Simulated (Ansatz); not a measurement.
# TlPt

Method: r²SCAN, scalar-relativistic; no spin polarisation; PAW, 500 eV, 6×6×8 k-mesh, Gaussian smearing of 0.05 eV; code Ansatz; PAW files: Ansatz's generated set soft_2.

```
Tl Pt
1.0
     6.51463    0.00000    0.00000
    -3.25732    5.64184    0.00000
     0.00000    0.00000    3.92653
Tl Pt
3 3
Direct
  0.50000 0.00000 0.00000
  0.50000 0.50000 0.00000
  0.00000 0.50000 0.00000
  0.00000 0.00000 0.00000
  0.33333 0.66667 0.50000
  0.66667 0.33333 0.50000
```

The chain of runs began from a cell as deposited in COD, expanded in volume.

Problem. Which orbitals carry the states at the Fermi level, and how many states are there?

Solution. Within 0.1 eV of it: Pt 5d 44 %, Tl 6p 24 %, Pt 6s 19 % (shares among the projected shells). The density of states at the Fermi level is about 3.2 states/eV per cell, averaged over 0.3 eV.

Density of states (tetrahedra, averaged over 0.4 eV; states/eV per cell of 6 atoms; energy in eV from the Fermi level; projections on Löwdin-orthogonalised atomic orbitals, summed over sites):

```tsv
E	total	Pt 5d	Tl 6p	Tl 6s	Pt 6s	Tl 5d
-6.45	2.8	0.9	0.3	1.4	0.0	0.1
-6.05	2.7	0.7	0.3	1.6	0.0	0.1
-5.65	0.0	0.0	0.0	0.0	0.0	0.0
-5.25	0.1	0.0	0.0	0.0	0.0	0.0
-4.85	0.6	0.2	0.2	0.1	0.1	0.0
-4.45	2.5	1.1	0.8	0.1	0.3	0.0
-4.05	3.1	1.8	0.9	0.1	0.3	0.0
-3.65	6.6	5.0	1.1	0.1	0.2	0.1
-3.25	14.0	11.5	1.9	0.1	0.2	0.2
-2.85	4.6	3.7	0.7	0.0	0.1	0.1
-2.45	8.9	7.9	0.6	0.0	0.1	0.1
-2.05	9.3	8.2	0.6	0.1	0.2	0.2
-1.65	6.4	5.1	0.8	0.1	0.3	0.1
-1.25	10.6	9.3	0.7	0.1	0.4	0.1
-0.85	10.2	9.0	0.5	0.2	0.4	0.0
-0.45	3.6	2.0	0.5	0.3	0.7	0.0
-0.05	3.1	1.3	0.7	0.4	0.6	0.0
0.35	3.2	1.0	1.0	0.4	0.7	0.0
0.75	1.6	0.4	0.6	0.3	0.3	0.0
1.15	2.0	0.5	0.8	0.4	0.3	0.0
1.55	2.5	0.5	1.1	0.5	0.3	0.0
1.95	2.3	0.4	1.1	0.4	0.3	0.0
2.35	2.2	0.3	1.2	0.3	0.2	0.0
2.75	2.9	0.3	1.6	0.4	0.3	0.0
3.15	1.9	0.2	1.1	0.2	0.3	0.0
3.55	2.2	0.2	1.2	0.2	0.3	0.0
3.95	2.2	0.2	1.1	0.2	0.3	0.0
```

The calculation's cell holds 93 valence electrons, an odd number. Without magnetic order each band takes two, so one stays part-filled and the crystal must be a metal. (Only strong correlation, outside this picture, could make a Mott insulator of it.)

Spin–orbit coupling, which matters for such heavy elements, is left out.
